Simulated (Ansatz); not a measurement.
Co5Ge7:
```
Co5Ge7
1.0
   -3.77043     3.77043     2.87092
    3.77043    -3.77043     2.87092
    3.77043     3.77043    -2.87092
Ge Co
7 5
Cartesian
  1.62237  -1.62237   2.84957
  2.14806   2.14806  -0.02135
 -1.62237   1.62237   2.84957
  1.62237   1.62237   2.84957
  3.77043   0.00000   0.43575
  0.00000   3.77043   0.43575
  0.00000   0.00000   0.57472
  1.94009   3.77043   1.83876
  3.77043  -1.94009   1.83876
 -1.94009   3.77043   1.83876
  3.77043   1.94009   1.83876
  0.00000   0.00000   2.84801
```

Relaxed with r²SCAN. Special points in fractions of this cell's reciprocal vectors: Γ (0.000, 0.000, 0.000); X (0.000, 0.000, 0.500); M (-0.500, 0.500, 0.500); Z (0.395, 0.395, -0.395); Z0 (-0.395, 0.605, 0.395); P (0.250, 0.250, 0.250); N (0.000, 0.500, 0.000).

### Question
List the band energies nearest the Fermi level at these points for the program Ansatz at the r²SCAN level (PAW).

### Answer
In eV from the Fermi level; about four levels below and three above (degenerate sets whole), none deeper than 8.9 eV; points with the same levels are listed once.

```tsv
k	below	above
Γ	-0.57 -0.57 -0.55 -0.44	0.12 0.45 0.45
X	-0.55 -0.14 -0.10 -0.09	0.59 0.76 0.81
M	-1.10 -1.10 -1.09 -1.07 -0.82	0.04 0.63 0.63
Z	-1.12 -1.08 -1.00 -0.82	0.41 0.93 0.93
P	-0.78 -0.68 -0.27 -0.27	0.54 1.22 1.22
N	-0.61 -0.49 -0.27 -0.14	0.92 1.22 1.49
```

Space group I4mm. The start of the workflow was typed in or built on a structure type; neither database checked (COD, Materials Project) lists it. Whether it is the stable phase at ambient conditions was not checked. The cell was relaxed with r²SCAN under the symmetry of its start; whether a distortion lowers the energy is not shown. The workflow began spin-polarised and lost its moments. Scalar-relativistic: spin–orbit coupling is off unless named, which matters more the heavier the elements.

Potentials: the earlier of the program's two PAW sets.
